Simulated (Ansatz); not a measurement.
Values for one crystal, relaxed and computed with PBE in the plane-wave PAW code Ansatz; other levels are named.

- Volume per atom = 24.12 Å³
- Band gap = 1.42 eV (smallest direct gap 1.43 eV)
- Formation energy from the elements (no fitted shifts) = -66 kJ/mol of atoms
- Conduction-band minimum = on the K–Γ line, 47 % of the way from K (6 equivalent valleys)
- Valence-band maximum = at K

### Question
Pick the material that matches.
A) SiO2, Pbca (Si on 8c, O on 8c, O on 8c)
B) RbBr, rock salt
C) MoSe2, P6_3/mmc (Mo on 2c, Se on 4f)
D) MgTe, wurtzite

### Answer
C, MoSe2, P6_3/mmc (Mo on 2c, Se on 4f)

The PBE relaxation kept the symmetry of its start. The run is not spin-polarised. The volume lies over 15 % above that of the usual cell of this phase: another minimum, or an error of the functional. A crystal of weakly bound layers computed without a dispersion correction: the cell and the soft elastic constants depend strongly on that. The references are the lowest solids computed at this level, not always the standard phases. Spin–orbit coupling is left out wherever it is not named.

Potentials: the later of the program's two PAW sets.
